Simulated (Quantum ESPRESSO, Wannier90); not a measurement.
## CsH (CsCl type), plane waves to Wannier functions

```xyz
2
Lattice="3.8184 0.0000 0.0000 0.0000 3.8184 0.0000 0.0000 0.0000 3.8184" Properties=species:S:1:pos:R:3 pbc="T T T"
Cs     0.0000     0.0000     0.0000
H      1.9092     1.9092     1.9092
```

Cell from Materials Project (mp-632319), symmetrised, no further relaxation. Not found in the COD (Crystallography Open Database) copy used, which has the formula in other groups; not checked further. Level: PBEsol, no spin polarisation, no spin-orbit coupling; pw.x of Quantum ESPRESSO at 58 Ry with PseudoDojo potentials, 6×6×6 k-points, Wannier90. Density: 8×8×8 mesh, cold smearing 0.01 Ry. Spin-orbit coupling is left out although heavy elements are present.

Functional, cutoff and mesh named above are those of the base row (58); the first column says what each row takes instead. Model: 1 function from bands 5, start atomic waves H 1s (the valence bands). Energies are relative to the valence-band maximum; the misfit is to pw.x on a path, for all bands of the set. Only the plane-wave cutoff changes (density cutoff four times as high). Ω_total can sit in another minimum from row to row; Ω_I of an isolated set cannot.

| ecutwfc (Ry) | Ω_I (Å²) | Ω_total (Å²) | rms misfit (meV) | gap (eV) | ΔE to highest cutoff (meV/atom) | plane waves a k-point, about (cost) | rough cost of nscf and overlaps (first row = 1) |
|---|---|---|---|---|---|---|---|
| 29 | 2.70 | 2.70 | 3.2 | 2.426 | 57.3 | 990 | 1.0 |
| 36 | 2.69 | 2.69 | 2.6 | 2.440 | 21.2 | 1400 | 1.9 |
| 44 | 2.69 | 2.69 | 2.7 | 2.448 | 8.9 | 1900 | 2.4 |
| 58 | 2.69 | 2.69 | 2.6 | [?] | [?] | 2800 | 4 |
| 72 | 2.69 | 2.69 | 2.6 | 2.454 | 0.1 | 3900 | 5 |
| 90 | 2.69 | 2.69 | 2.6 | 2.454 | 0.0 | 5400 | 6 |

Task: What belongs in the gaps?

Result: 
- 58, gap (eV): 2.453
- 58, ΔE to highest cutoff (meV/atom): 1.4
